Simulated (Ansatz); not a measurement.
input.yaml (Ansatz 0.2.0):

```yaml
crystal:
  lattice:
    - [0.0, 2.6639459012, 2.6639459012]
    - [2.6639459012, 0.0, 2.6639459012]
    - [2.6639459012, 2.6639459012, 0.0]
  atoms:
    - { symbol: La, position: [0.5, 0.5, 0.5] }
    - { symbol: C, position: [0.0, 0.0, 0.0] }
basis:
  ecutwfc: 420
  ecutrho_ratio: 4
kpoints:
  mp_grid: { grid: [12, 12, 12] }
hamiltonian:
  xc: pbesol
scf:
  occupations: { method: gaussian, width: 0.05 }
output:
  forces: true
  stress: true
  eigenvalues: true
```

Launched as:
```sh
ansatz run input.yaml --threads 4 --pin off --max-ram 8192MiB --backend cpu --events-out ev --progress --plain --runs-dir out
```

The structure was built from a prototype; whether the compound forms in it isn't claimed.

**Question.** Predict the main results.

**Answer.** Pressure 1.1 GPa, gap on the mesh zero (metallic) (PBEsol, scalar-relativistic).

What the program printed, in part:

```
Pseudopotentials: kind: paw
Pseudopotential: La, paw, valence charge 11, recommended cutoff 420 eV (normal), La.paw.azcp
Pseudopotential: C, paw, valence charge 4, recommended cutoff 420 eV (normal), C.paw.azcp
Crystal: 2 atoms, lattice volume = 37.810 Å³
Basis set: ecut = 420 eV, 725 PW (Γ), exchange–correlation on 54×54×54 points (8 copies of the dense FFT grid, shifted against one another)
Bands: 12, of which v1, the nominal top of the filled ones, is band 8 counted from 1 (7 counted from 0)
Symmetry: 48 space group operations
Space group: Fm-3m (ITA 225), of the structure as read, at distance tolerance 3.4e-5 Å
k-points: 72 of 1728
Initial density: superposition of atomic densities (neutral atoms: chi_scale 0, normalization atom), corrected by the library's trained network
Initial wavefunctions: pseudopotential atomic-orbital guess
Functional: x = pbesol(κ = 0.804, μ = 0.12346), c = pbesol(β = 0.046)
```

```
SCF iter   1: F=—  HF=-6407.179382 eV  |F-HF|=—  |Δ(HF+E_count)|=         —  Δρ=1.05e-2  dr2=5.85e-2
SCF iter   2: F=—  HF=-6407.166526 eV  |F-HF|=—  |Δ(HF+E_count)|=   1.29e-2  Δρ=2.05e-3  dr2=1.90e-3
SCF iter   3: F=—  HF=-6407.166014 eV  |F-HF|=—  |Δ(HF+E_count)|=   5.12e-4  Δρ=7.29e-4  dr2=1.23e-4
SCF iter   4: F=—  HF=-6407.166024 eV  |F-HF|=—  |Δ(HF+E_count)|=   9.82e-6  Δρ=2.02e-4  dr2=8.65e-6
SCF iter   5: F=—  HF=-6407.166030 eV  |F-HF|=—  |Δ(HF+E_count)|=   5.98e-6  Δρ=8.82e-6  dr2=1.74e-8
SCF iter   6: F=-6407.166030 eV  HF=-6407.166030 eV  |F-HF|=1.07e-9  |Δ(HF+E_count)|=   1.66e-8  Δρ=1.47e-6  dr2=1.33e-9
```

```
SCF 1 converged in 6 iterations: F = -6407.166030 eV  dr2 = 1.33e-9
SCF converged after 6 iterations
Free energy (F): -6407.166030 eV
E sigma→0 (E₀):  -6407.163499 eV
Entropy (-TS):   -0.005062 eV (-2.531 meV/atom)
Fermi energy:    11.372394 eV
--- Forces (eV/Å), atoms counted from 1 ---
  atom   1  La     0.00000000     0.00000000     0.00000000
  atom   2  C      0.00000000     0.00000000     0.00000000
--- Stress (GPa, compression-positive) ---
        1.069097       0.000000       0.000000
        0.000000       1.069097       0.000000
        0.000000       0.000000       1.069097
  P = ⅓ Tr σ = 1.0691 GPa (10.691 kbar)
--- Band table (eV; the first three rows and the last of 72) ---
  k-point 0: bands = ["-19.6069", "-2.6858", "-2.6858", "-2.6858", "2.6407", "11.8124", "11.8124", "11.8124", "14.0729", "14.0729", "14.0729", "14.5077"]
  k-point 1: bands = ["-19.5926", "-2.8535", "-2.6951", "-2.6951", "2.8281", "11.5115", "11.6130", "11.6130", "13.8396", "14.1754", "14.1754", "14.8429"]
  k-point 2: bands = ["-19.5531", "-3.2664", "-2.7201", "-2.7201", "3.2970", "10.8022", "11.1523", "11.1523", "13.7143", "14.4297", "14.4297", "15.2194"]
  k-point 71: bands = ["-19.3137", "-3.7262", "-3.7262", "-3.4394", "3.4862", "10.1011", "11.5571", "11.5571", "14.1577", "14.1577", "15.2760", "15.2760"]
```

Run time: 0.75 s on 4 threads of Arm Neoverse V1, on a shared host, peak memory 0.35 GiB.

No spin–orbit coupling, a notable omission for heavy elements. The cell is a metal with an odd number of electrons, and spin polarisation wasn't tried.
